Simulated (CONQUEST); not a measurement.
A self-consistent single point of SiNi (Pnma, 8 atoms in the cell; from Materials Project mp-351, changed as shown).

```yaml
crystal:
  lattice:
    - [5.24437, 0.00000, 0.00000]
    - [0.00000, 3.38773, 0.00000]
    - [0.00000, 0.00000, 5.68118]
  atoms:
    - { symbol: Si, position: [0.82109, 0.75000, 0.58232] }
    - { symbol: Si, position: [0.17891, 0.25000, 0.41768] }
    - { symbol: Si, position: [0.67891, 0.25000, 0.08232] }
    - { symbol: Si, position: [0.32109, 0.75000, 0.91768] }
    - { symbol: Ni, position: [0.50795, 0.25000, 0.68852] }
    - { symbol: Ni, position: [0.49205, 0.75000, 0.31148] }
    - { symbol: Ni, position: [0.99205, 0.75000, 0.18852] }
    - { symbol: Ni, position: [0.00795, 0.25000, 0.81148] }
```

Computed with PBE, numerical atomic orbitals double-zeta with polarisation (the shipped basis), PseudoDojo norm-conserving potentials made for PBE run with CONQUEST 1.3.

CONQUEST settings:

* **basis**: DZP
* **Diag.MPMeshX, Y, Z**: 6 10 6
* **potentials**: PseudoDojo norm-conserving PBE
* **Grid.GridCutoff**: 140 Ha
* **DM.SolutionMethod**: diagon
* **Diag.kT**: 0.003675 Ha
* **Diag.GammaCentred**: true
* **minE.SCTolerance**: 1.0e-06
* **SC.MaxIters**: 100
* **SC.LinearMixingFactor**: 0.5
* **SC.KerkerPreCondition**: true
* **SC.KerkerFactor**: 0.5 1/bohr
* **AtomMove.TypeOfRun**: static

Results:

```
Item                                                      Result
------------------------------------------------  --------------
Number of valence electrons                                   88
Number of bands                                              128
Number of k-points after the program's reduction             248
Size of the basis                                            128
Number of SCF iterations                                      15
FFT grid                                            60 × 36 × 60
Free energy E − TS                                -18725.9533 eV
Fermi level (on the code's own zero)                    -6.11 eV
Pressure                                               -1.82 GPa
```

Stress (GPa, positive for compression):
```
-2.06   0.00   0.00
 0.00  -2.21   0.00
 0.00   0.00  -1.19
```

For comparison: a first run was changed to give this one (lattice scaled by 1.02), and from it to this one the free energy drops by 15.3 meV/atom and the pressure goes from 9.34 to -1.82 GPa.

The program uses no crystal symmetry, so grid and mesh can part values that symmetry would make equal. The atom-centred basis is finite, which shifts total energies and pressures against plane waves. The run has no spin polarisation, so moments on Ni cannot form. The structure comes from a collection of computed structures, made at another level of theory; the collection holds predicted forms beside known ones.

Cost on one core: about 6 core-minutes (a rough figure).
